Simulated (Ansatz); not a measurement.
Data sheet: SiC (DFT)

SiC:
```cif
data_CSi
_chemical_formula_sum 'Si1 C1'
_space_group_name_H-M_alt 'P 1'
_space_group_IT_number 1
_cell_length_a 2.64040
_cell_length_b 2.64040
_cell_length_c 2.64040
_cell_angle_alpha 90.000
_cell_angle_beta 90.000
_cell_angle_gamma 90.000
loop_
_space_group_symop_operation_xyz
  'x, y, z'
loop_
_atom_site_label
_atom_site_type_symbol
_atom_site_fract_x
_atom_site_fract_y
_atom_site_fract_z
_atom_site_occupancy
Si1 Si 0.00000 0.00000 0.00000 1
C1 C 0.50000 0.50000 0.50000 1
```

Space group Pm-3m (No. 221), CsCl type; conventional cell a = 2.6404 Å, b = 2.6404 Å, c = 2.6404 Å, α = 90.00°, β = 90.00°, γ = 90.00°.

Method: plane-wave PAW PBE (Ansatz code). Structure relaxed to zero pressure with the same functional. Other levels are named where they apply.

**Cell and energy**

```json
{
  "volume_per_atom": "9.20 Å³",
  "density": "3.62 g/cm³",
  "Formation energy from the elements (no fitted shifts)": "1.87 eV/atom"
}
```

**Electronic structure**

```json
{
 "electronic_character": "metallic (no gap)",
 "Density of states at the Fermi level": "0.41 states/eV per atom (mean over ±0.08 eV)"
}
```

**Mechanics**

```json
{
 "Bulk modulus (Birch–Murnaghan fit)": "166 GPa",
 "Pressure derivative B′": "5.1"
}
```

A made-up cell: these elements were put on the sites of a structure type; neither database checked (COD, Materials Project) lists it. It is not the phase usual at ambient conditions (space group No. 186, 216). Symmetry was held in the PBE relaxation; its stability against distortions is not shown here. The references are the lowest solids computed at this level, not always the standard phases.

Potentials: the later of the program's two PAW sets.
